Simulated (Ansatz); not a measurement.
Consider the following.

GeTe₄Pb₃:
Space group P4/mmm (No. 123); a = 4.4378 Å, b = 4.4378 Å, c = 12.5284 Å, α = 90.00°, β = 90.00°, γ = 90.00°

```tsv
atom	site	symmetry	x	y	z
Ge	1a	4/mmm	0.0000	0.0000	0.0000
Te	2g	4mm	0.0000	0.0000	0.2381
Te	1c	4/mmm	0.5000	0.5000	0.0000
Te	1d	4/mmm	0.5000	0.5000	0.5000
Pb	2h	4mm	0.5000	0.5000	0.2474
Pb	1b	4/mmm	0.0000	0.0000	0.5000
```

This is the LDA-relaxed structure.

Task: All from LDA in the plane-wave PAW code Ansatz, unless another level is named. Give the highest zone-centre frequency (without LO–TO term).

Result: 122 cm⁻¹.

Task: Next, the Young's modulus?

Result: 77.5 GPa.

The first step of the workflow began from a Materials Project structure, measured or hypothetical; the Crystallography Open Database copy checked does not list it. With Ge and Pb taken as one species the cell has the higher symmetry Fm-3m, so it may be an ordered model of a mixed-site phase. Whether it is the stable phase at ambient conditions was not checked. The LDA relaxation kept the symmetry of its start. At this level the phase is dynamically unstable (imaginary phonons). Spin–orbit coupling is left out wherever it is not named.

Potentials: the later of the program's two PAW sets.
